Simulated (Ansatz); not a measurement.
**Ge (simple cubic): energy against volume**

The calculation used Ansatz, DFT, BLYP, plane waves (420 eV) with PAW, scalar-relativistic. The PAW files were generated under PBE, with cores re-solved for the functional.

The cell is scaled uniformly from the relaxed one, with fractional coordinates and shape fixed. Energies are extrapolated to zero smearing, pressures are those at the given smearing. Magnetic state: spin not included.

A Birch-Murnaghan fit gives V₀ = 21.74 Å³/atom, B₀ = 51 GPa, B₀′ = 4.7.

Task: What are the energy above the minimum and the pressure at 19.265 Å³/atom?

Result: 56.1 meV/atom and 8.22 GPa as computed.

Task: What are the energy above the minimum and the pressure at 22.768 Å³/atom?

Result: 7.0 meV/atom and -1.99 GPa as computed.

Task: What are the energy above the minimum and the pressure at 24.519 Å³/atom?

Result: 44.5 meV/atom and -4.51 GPa as computed.
